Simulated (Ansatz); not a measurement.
Crystals of one structure type (NiAs type) and one family of elements, relaxed and computed with plane-wave PAW PBE (Ansatz code).

```
crystal  V (Å³/atom)  B₀ by P(V) fit (GPa)
-------  -----------  --------------------
BP             10.33                   154
GaP            17.35                  84.8
BiB            18.88                     ?
InAs           24.11                  59.1
GaSb           24.47                  52.9
GaBi           27.69                  46.5
InSb           29.31                  45.7
```

Question: Fit a straight line to ln B₀ against ln V and predict the withheld value.

Answer: Least squares on the 6 shown rows: ln B₀ = -1.19 × ln V + (7.821), with a scatter of 3 %. For BiB this gives 75.5. The run itself gave 73.1, within the scatter.

Constructed cells (a structure type filled with these elements, in neither database checked): BP, NiAs type; GaP, NiAs type; BiB, NiAs type; InAs, NiAs type; GaSb, NiAs type; GaBi, NiAs type; InSb, NiAs type. Not the usual ambient phase: BP, NiAs type; GaP, NiAs type; InAs, NiAs type; GaSb, NiAs type; InSb, NiAs type. All cells were relaxed under the symmetry of their starts (and spin orders); stability against distortions was not tested throughout. Spin–orbit coupling is left out wherever it is not named.

Potentials: the later of the program's two PAW sets.
